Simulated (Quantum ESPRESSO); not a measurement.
**Band energies of LuIO monolayer**

```
LuIO
1.0
    3.82023     0.00000     0.00000
    0.00000     3.82023     0.00000
    0.00000     0.00000    20.80000
O I Lu
2 2 2
Direct
  0.00000   0.00000   0.00000
  0.50000   0.50000   0.00000
  0.50000   0.00000   0.14068
  0.00000   0.50000   0.85932
  0.00000   0.50000   0.05106
  0.50000   0.00000   0.94894
```

PBEsol (pw.x of Quantum ESPRESSO, ONCV potentials, no spin-orbit coupling); path MΓXM; energies in eV from the valence-band maximum.

| k (1/Å) | point | band 34 | band 35 | band 36 | band 37 | band 38 | band 39 | band 40 | band 41 |
|---|---|---|---|---|---|---|---|---|---|
| 0.00 | M | -1.77 | -1.71 | -1.71 | -0.98 | -0.98 | 3.21 | 3.21 | 5.11 |
| 0.19 |  | -1.86 | -1.84 | -1.54 | -0.99 | -0.99 | 3.29 | 3.31 | 4.94 |
| 0.39 |  | -1.89 | -1.86 | -1.39 | -1.05 | -1.04 | 3.59 | 3.71 | 5.05 |
| 0.58 |  | -1.74 | -1.67 | -1.26 | -1.20 | -1.02 | 4.04 | 4.36 | 5.28 |
| 0.78 |  | -1.43 | -1.27 | -1.25 | -0.94 | -0.90 | 4.46 | 4.52 | 5.33 |
| 1.16 | Γ | -1.06 | -0.43 | -0.43 | -0.26 | -0.26 | 3.38 | 3.83 | 4.50 |
| 1.37 |  | -1.20 | -0.93 | -0.89 | -0.39 | -0.21 | 3.83 | 4.29 | 4.65 |
| 1.57 |  | -1.92 | -1.24 | -1.02 | -0.28 | -0.10 | 4.47 | 4.82 | 4.98 |
| 1.78 |  | -1.98 | -1.33 | -1.16 | -0.12 | 0.00 | 4.84 | 4.89 | 4.95 |
| 1.99 | X | -2.15 | -1.38 | -1.38 | -0.01 | -0.01 | 4.89 | 4.89 | 5.15 |
| 2.12 |  | -2.13 | -1.35 | -1.35 | -0.28 | -0.28 | 4.78 | 4.78 | 5.20 |
| 2.26 |  | -2.05 | -1.27 | -1.27 | -0.88 | -0.88 | 4.28 | 4.28 | 5.54 |
| 2.40 |  | -1.94 | -1.56 | -1.56 | -1.10 | -1.10 | 3.80 | 3.80 | 5.28 |
| 2.53 |  | -1.93 | -1.72 | -1.72 | -1.02 | -1.02 | 3.44 | 3.44 | 5.07 |
| 2.81 | M | -1.77 | -1.71 | -1.71 | -0.98 | -0.98 | 3.21 | 3.21 | 5.11 |

The PBEsol gap is indirect, 3.21 eV, from 75 % of the way from Γ to X to M; the smallest direct gap is 3.64 eV. The valence-band maximum lies 6.06 eV below the vacuum level.

Without spin-orbit coupling, band edges of such heavy elements can be off by tenths of an eV. The 4f states are in the valence at their DFT position.

Geometry relaxed with PBEsol.

This is a model layer cut from the bulk structure; whether it is stable on its own was not checked.
